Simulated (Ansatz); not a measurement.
**Si vacancy in GdSi3Ir, calculated**

Level of theory: PBEsol, collinear spin, scalar-relativistic; Ansatz, plane waves to 420 eV (PAW set soft_2), k-mesh 4×4×2 shifted by half a step.

The relaxed host crystal (no gap at this level of theory):

```yaml
crystal:
  lattice:
    - [-2.08173, 2.08173, 4.88256]
    - [2.08173, -2.08173, 4.88256]
    - [2.08173, 2.08173, -4.88256]
  atoms:
    - { symbol: Gd, position: [0.00171, 0.00171, 0.00000] }
    - { symbol: Ir, position: [0.34656, 0.34656, 0.00000] }
    - { symbol: Si, position: [0.58421, 0.58421, 0.00000] }
    - { symbol: Si, position: [0.23452, 0.73452, 0.50000] }
    - { symbol: Si, position: [0.73452, 0.23452, 0.50000] }
```

Supercell of 20 atoms, rows of the matrix [[-1,1,0],[-1,-1,-2],[-1,-1,0]] times the cell vectors; Si vacancy at (0.584, 0.584, 0.000) in fractions of the cell above. Atoms are relaxed at the host's cell, from a start shaken by 0.03 Å near the defect.

Distances from the empty Si site (Å), by shell of the perfect crystal:

```csv
shell,perfect crystal,"relaxed, charge 0"
1 Ir,2.32,2.24
4 Si,2.55,2.62
```

```json
{"charge": "0", "moment of the cell (μB)": "27.50", "gap of the cell on the mesh (eV)": "0.00"}
```

At charge 0 the unpaired electrons sit on atoms with moments (μB): 4 Gd of 6.92.

Formation energy of the neutral defect: 2.13 eV, taking atoms from and to the elements' standard states (no corrections for gases), so it belongs to those chemical potentials alone.

Caveats: Gd without a U keeps its half-filled shell, but its 4f levels lie too near the Fermi level; open f or d shells may hold a state above the lowest; small supercell, so energies and levels can be off by tenths of an eV; one random start near the defect, so other minima are possible.
